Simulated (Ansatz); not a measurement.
# Compressing CaFe2P2: a fit and a missing row

CaFe2P2, I4/mmm, a = 3.787 Å, c = 9.641 Å. The structure is a COD entry; whether it is the stable form wasn't checked. Ansatz: PBEsol, PAW, 420 eV, Γ-centred 14×14×14 mesh on 5 atoms, Gaussian smearing 0.10 eV; no spin polarisation. Shape and atoms are relaxed at each volume; pressure is positive in compression.

```tsv
V (Å³/atom)	P (GPa)
12.165	?
12.580	13.63
12.994	7.91
13.409	3.43
13.824	0.00
14.238	-2.58
14.653	-4.55
15.206	-6.26
```

Problem. Take V0 = 13.824 Å³/atom, fit the third-order Birch–Murnaghan form to the other rows, and predict the missing pressure.

Solution. With the Eulerian strain f = ½[(V0/V)^(2/3) − 1] and y = P/[3f(1 + 2f)^(5/2)], the form is the line y = B0 + 1.5 B0 (B0′ − 4) f. Rows (f, y): 0.03244, 119.7; 0.02107, 112.9; 0.01026, 105.9; -0.00974, 92.7; -0.01904, 87.8; -0.03077, 79.5. Means f = 0.0007033, y = 99.750; Σ(Δf)² = 0.003003, ΣΔfΔy = 1.907; the slope is their ratio. y = 99.30 + 635.0 f GPa, so B0 = 99.3 GPa and B0′ = 4 + 2 × (635.0)/(3 × 99.30) = 8.26. At V = 12.165, f = 0.04448, y = 127.54 and P = 21.06 GPa. The run gave 20.74 GPa, so the fit is 0.32 GPa too high, 1.2 % of the span of the series, against an rms of 0.02 GPa on the fitted rows. The row lies outside the fitted range. A fourth-order term fitted to the same rows gives P = 21.01 GPa at this row's volume (the line 21.06, the run 20.74), no gain. A B0′ outside 2 to 8 is unusual except in layered or molecular crystals, and here it hangs on few rows.